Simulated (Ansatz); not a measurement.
## Kick test of a cell of Si6Ru

The cell was found from a structure generator's guess, not taken from experiment.

These are results of DFT PBE, scalar-relativistic, plane waves, PAW (Ansatz), not measurements. Plane waves to 420 eV, a k mesh through Γ of 8×8×4 on the computed 7-atom cell and Gaussian smearing (0.10 eV); no spin polarisation.

The cell below (7 atoms, space group P4/mmm (No. 123)) is relaxed within its symmetry.

```
Si Ru
1.0
     3.80137    0.00000    0.00000
     0.00000    3.80137    0.00000
     0.00000    0.00000    7.77241
Si Ru
6 1
Direct
  0.00000 0.50000 0.50000
  0.50000 0.00000 0.50000
  0.00000 0.50000 0.80823
  0.50000 0.00000 0.80823
  0.00000 0.50000 0.19177
  0.50000 0.00000 0.19177
  0.00000 0.00000 0.00000
```

For the test it was strained at random (σ = 1.5 % a component), the atoms were moved at random (σ = 0.05 Å), and all was relaxed again on a coarse 6×6×4 mesh (in the run’s order of axes) with 0.20 eV smearing, with no symmetry imposed.

Problem. What happens?

Solution. It doesn't return. The energy falls by 87 meV/atom on that mesh, the volume changes by 3.8 %, and the end has space group Pmm2 (No. 25) at a loose tolerance. Relaxed again on an 8×4×8 mesh with 0.10 eV smearing, the new structure lies 87 meV/atom below the first (mesh in the axes of the run's cell; the cell below is made exact in the group named). Space group Pmm2 (No. 25), orthorhombic, a = 3.669 Å, b = 7.410 Å, c = 4.288 Å. Si on a site of symmetry mm2 has 4 Si at 2.35–2.36 Å; Si on a second site of symmetry mm2 is surrounded by 4 Si at 2.35–2.41 Å; Si on a site of symmetry m has 3 Si at 2.36–2.45 Å and 2 Ru at 2.47 Å; around Ru lie 6 Si at 2.40–2.47 Å and 2 Si at 2.64 Å; 1 more site not described.

```cif
data_structure
_symmetry_space_group_name_H-M 'P 1'
_symmetry_Int_Tables_number 1
_cell_length_a 3.6686
_cell_length_b 7.4098
_cell_length_c 4.2882
_cell_angle_alpha 90.000
_cell_angle_beta 90.000
_cell_angle_gamma 90.000
_cell_volume 116.57
loop_
_atom_site_label
_atom_site_type_symbol
_atom_site_fract_x
_atom_site_fract_y
_atom_site_fract_z
_atom_site_occupancy
Si1 Si 0.50000 0.00000 0.89137 1
Si2 Si 0.00000 0.00000 0.54934 1
Si3 Si 0.50000 0.70352 0.09245 1
Si4 Si 0.00000 0.67839 0.46852 1
Si5 Si 0.50000 0.29648 0.09245 1
Si6 Si 0.00000 0.32161 0.46852 1
Ru1 Ru 0.00000 0.50000 0.93666 1
```
